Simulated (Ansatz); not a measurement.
Two-dimensional strain map in Os

Level of theory: Ansatz, DFT PBEsol, scalar-relativistic, plane waves, PAW. The runs took a 420 eV cutoff, a Γ-centred 20×20×20 mesh and Gaussian smearing (0.15 eV). Spin–orbit coupling is left out, which can shift energies with elements as heavy as these. No spin polarisation. Energies are free energies at this smearing, counted from the undisturbed cell; pressure is positive in compression.

Reference structure (as given, not relaxed at this level; it stands at -20.1 GPa; this fcc form isn't the usual structure):

```
Os
1.0
     0.00000    1.94500    1.94500
     1.94500    0.00000    1.94500
     1.94500    1.94500    0.00000
Os
1
Cartesian
  0.0000 0.0000 0.0000
```

The cell is strained by p along both x and y and by q along z, fractional coordinates fixed. Points are written (p, q). At -20 GPa the given cell is far from its own equilibrium, so these figures belong to a strongly strained crystal.

p was sampled at -0.030, -0.015, 0.000, 0.015, 0.030 and q at -0.030, -0.015, 0.000, 0.015, 0.030.

Where on the computed points is the energy highest, and how high?

At (0.030, 0.030): 277.6 meV/atom.

Away from (0, 0), which computed point is lowest?

(-0.015, -0.015): -49.6 meV/atom.

The map, in meV/atom:

| p \ q | -0.030 | -0.015 | 0.000 | 0.015 | 0.030 |
| --- | --- | --- | --- | --- | --- |
| -0.030 | -24.1 | -39.4 | -40.9 | -29.4 | -5.6 |
| -0.015 | -47.8 | -49.6 | -38.8 | -16.4 | 17.0 |
| 0.000 | -32.2 | -22.2 | 0.0 | 32.7 | 75.2 |
| 0.015 | 18.1 | 38.3 | 70.4 | 112.6 | 163.7 |
| 0.030 | 98.6 | 127.9 | 168.4 | 218.7 | 277.6 |